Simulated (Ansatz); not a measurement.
Task: Each is relaxed and computed with r²SCAN in the plane-wave PAW code Ansatz. Which is the only one with a gap?
(A) TiC, P6_3/mmc (Ti on 2c, C on 2d)
(B) TiO2, anatase
(C) TiSi2, Cmcm (Si on 4c, Si on 4c, Ti on 4c)
(D) Ti2HC, R-3m (Ti on 6c, H on 3a, C on 3b)

Result: B, TiO2, anatase. TiO2: gap 2.53 eV (indirect); TiC: metal; Ti2HC: metal; TiSi2: metal. Typed or built starts, not in the databases checked: TiC, P6_3/mmc (Ti on 2c, C on 2d). Not the usual ambient phase: TiC, P6_3/mmc (Ti on 2c, C on 2d). Standing as an ambient phase not checked: Ti2HC, R-3m (Ti on 6c, H on 3a, C on 3b). All cells were relaxed under the symmetry of their starts (and spin orders); stability against distortions was not tested throughout. Rows with no word on spin ran without spin polarisation.

Potentials: the later of the program's two PAW sets.
